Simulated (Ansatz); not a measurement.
# Formation energy of Li2Pd (fluorite type)

```yaml
crystal:
  lattice:
    - [0.00000, 2.89830, 2.89830]
    - [2.89830, 0.00000, 2.89830]
    - [2.89830, 2.89830, 0.00000]
  atoms:
    - { symbol: Pd, position: [0.00000, 0.00000, 0.00000] }
    - { symbol: Li, position: [0.25000, 0.25000, 0.25000] }
    - { symbol: Li, position: [0.75000, 0.75000, 0.75000] }
```

The cell comes from a relaxation on PAW files under the same functional, begun from a prototype that needn't be the stable phase.

All numbers are LDA results (scalar-relativistic) from Ansatz 0.2.0, with a Γ-centred 11×11×11 k mesh, Fermi–Dirac smearing of 0.05 eV, no spin polarisation. Methods: LAPW: all electrons, basis error target 0.5 meV/atom; PAW: frozen-core files, cutoff 420 eV.

The elements are taken as Li bcc, Pd fcc, each relaxed on PAW files under the same functional and computed by the same method as the compound; zero-point and thermal terms are left out.

The PAW files were made under PBE.

Q: Give the formation energy by each method, with the residual pressure at this cell and the LAPW gap.

A: 

```csv
method,ΔE(formation) (eV/atom),P at this cell (GPa),gap (eV)
LAPW,-0.044,0.02,0.00
PAW,-0.044,0.00,–
```

Q: Give the LAPW value for one formula unit in kJ/mol.

A: -0.044 eV/atom × 3 atoms × 96.485 kJ/(mol·eV) = -12.7 kJ/mol, at zero temperature and without zero-point motion.

Q: What Bader charges does the PAW density give?

A: Pd1 -1.62 e, Li2 +0.81 e.
